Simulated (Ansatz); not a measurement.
A geometry of CsPbCl$_{3}$ away from equilibrium: step 2 of the relaxation of a generated cell, CsPbCl3 placed in the AFLOW prototype ABC3_hR10_161_a_a_b (as in LiNbO3). These are PBE (plane waves to 420 eV, PAW, scalar-relativistic; Ansatz, a quantum-chemistry and plane-wave program) values and carry that method's errors. Γ-centred k-mesh 4×4×4 on the run's cell (coarser than for final values), Fermi–Dirac smearing 0.05 eV.

```xyz
10
Lattice="3.9821 2.2991 6.8886 -3.9821 2.2991 6.8886 0.0000 -4.5982 6.8886" Properties=species:S:1:pos:R:3:forces:R:3 pbc="T T T" free_energy=-41646.609 pressure_GPa=0.0
Cs     0.0000     0.0000     5.9148    0.0000    0.0000    0.0026
Cs     0.0000     0.0000    16.2477    0.0000    0.0000    0.0026
Pb     0.0000     0.0000     0.2520    0.0000    0.0000   -0.0484
Pb     0.0000     0.0000    10.5848    0.0000    0.0000   -0.0484
Cl     2.3343     0.5480     8.6236   -0.0925    0.1469    0.0153
Cl    -1.6418     1.7476     8.6236   -0.0810   -0.1536    0.0153
Cl    -0.6926    -2.2956     8.6236    0.1735    0.0067    0.0153
Cl     0.6926     2.3026    12.0679   -0.1735    0.0067    0.0153
Cl    -2.3404    -0.5515    12.0679    0.0810   -0.1536    0.0153
Cl     1.6478    -1.7511    12.0679    0.0925    0.1469    0.0153
```

Positions in Å, forces in eV/Å, free energy of the cell in eV (comparable only within this code, potentials and settings). Largest force: 0.17 eV/Å, on Cl5, Cl6, Cl7, Cl8, Cl9, Cl10 (atoms numbered as listed); the geometry lies 0.02 eV/atom above the end of its relaxation.

No spin polarisation in the result.

The run could not lose the symmetry of its start, so the end can be a saddle point.

The end of the path is a generated cell of CsPbCl3: the first start was made by placing the elements on the sites of a structure type, and the end was not matched to a known phase here, so it may be hypothetical. Known forms of CsPbCl3 include space group No. 221.
